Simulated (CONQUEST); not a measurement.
A self-consistent single point of a model cell of TaAs (P2_13, 8 atoms in the cell; prototype structure) with CONQUEST.

All values come from this method and carry its errors: CONQUEST 1.3 with LDA (PW92), numerical atomic orbitals double-zeta with polarisation (the shipped basis), PseudoDojo norm-conserving potentials made for LDA.

```xyz
8
Lattice="5.0149 0.0000 0.0000 0.0000 5.0149 0.0000 0.0000 0.0000 5.0149" Properties=species:S:1:pos:R:3 pbc="T T T"
Ta     0.6846     0.6846     0.6846
Ta     3.1921     1.8228     4.3303
Ta     4.3303     3.1921     1.8228
Ta     1.8228     4.3303     3.1921
As     4.2245     4.2245     4.2245
As     1.7171     3.2978     0.7903
As     0.7903     1.7171     3.2978
As     3.2978     0.7903     1.7171
```

Reference input (self-consistent single point, DFT, PBE, numerical atomic orbitals double-zeta with polarisation (the shipped basis), PseudoDojo norm-conserving potentials made for PBE): basis = DZP; Diag.MPMeshX, Y, Z = 2 2 2; potentials = PseudoDojo norm-conserving PBE; Grid.GridCutoff = 140 Ha; DM.SolutionMethod = diagon; Diag.SmearingType = 1; Diag.kT = 0.003675 Ha; Diag.GammaCentred = true; Diag.MPOrder = 1; minE.SCTolerance = 1.0e-06; SC.MaxIters = 100; SC.LinearMixingFactor = 0.3. This run's input differs from it in these lines:

```diff
@@ -1,2 +1,2 @@
-# files in the folder: Ta.ion As.ion (PseudoDojo PBE potentials, DZP orbitals)
+# files in the folder: Ta.ion As.ion (PseudoDojo LDA potentials, DZP orbitals)
 # file: Conquest_input
```

Output, abridged:

```
    new_SC_potl: Starting.  Tolerance:  0.10000E-05

    PulayMixSC: Starting Pulay mixing, A_up =  0.300 A_dn =  0.300
    PulayMixSC: Spin non-polarised calculation.
    PulayMixSC: with Kerker preconditioning, q0 =  0.300
          Harris-Foulkes Energy            :    -18628.427299702379969 eV
          GroundState Energy (kT --> 0)    :    -18628.431582826084195 eV
          Free Energy (E-TS)               :    -18628.433724387938128 eV
          DFT Total Energy                 :    -18627.590654755807918 eV
          Total number of electrons        :       111.999999999999133
   [... lines left out ...]
          Total number of electrons        :       112.000078815569310
    PulayMixSC: Pulay iteration     8 residual:              0.17142E-05
          Harris-Foulkes Energy            :    -18627.812315594819665 eV
          GroundState Energy (kT --> 0)    :    -18627.815996206834825 eV
          Free Energy (E-TS)               :    -18627.817836512847862 eV
          DFT Total Energy                 :    -18627.812315489853063 eV
          Total number of electrons        :       112.000079602844508
    PulayMixSC: Pulay iteration     9 residual:              0.37553E-06
    PulayMixSC: Reached SCF tolerance of  0.37553E-06 after      9 iterations
      | Number of electrons      =       112.000080
      |* band energy as 2Tr[K.H] =     -3672.861183532084851 eV
      |  screened ion-ion energy =    -13733.612990843037551 eV
      |  Ha correction           =        67.324876590185141 eV
      |  XC correction           =     -1288.662965324155266 eV
      | GS Energy with kT -> 0   =    -18627.815996206834825 eV
      | Free Energy as E-TS      =    -18627.817836512847862 eV
      |* Harris-Foulkes energy   =    -18627.812315594819665 eV
      |* DFT total energy        =    -18627.812315489853063 eV
      |  estimated accuracy      =        -0.000000104965048 eV

    force: Forces on atoms (eV/A )
    force:  Atom   X              Y              Z
   [... lines left out ...]
    force: Maximum force :        0.31376508(eV/A ) on atom         7 in y direction
   [... lines left out ...]
    force: Force Residual:        0.38786717 eV/A
    force: Total stress:         -4.74060643    -0.00000000     0.00000000 GPa
                             0.00000000    -4.74060643    -0.00000000
                             0.00000000    -0.00000000    -4.74060643
    force: Average pressure:      4.74060643 GPa

    force: Finished force
    get_E_and_F: Change in energy during last step of electronic optimisation:  0.31402E-06
```

The run converged in 9 iterations. CONQUEST prints the stress tensor with tension positive. Against the reference run the pressure goes from 17.11 to 4.74 GPa and the largest force goes from 0.642 to 0.543 eV/Å.

The cell was set up from a structure prototype or typed lattice constants and was not relaxed beforehand at this level. The program uses no crystal symmetry, so grid and mesh can part values that symmetry would make equal. The atom-centred basis is finite, which shifts total energies, pressures and forces against plane waves. No clean gap shows at this smearing width and mesh (spacing up to 0.63 Å⁻¹); the mesh is coarse for partly filled bands, so the values carry mesh errors.

Cost on one core: about 3 core-minutes (a rough figure).
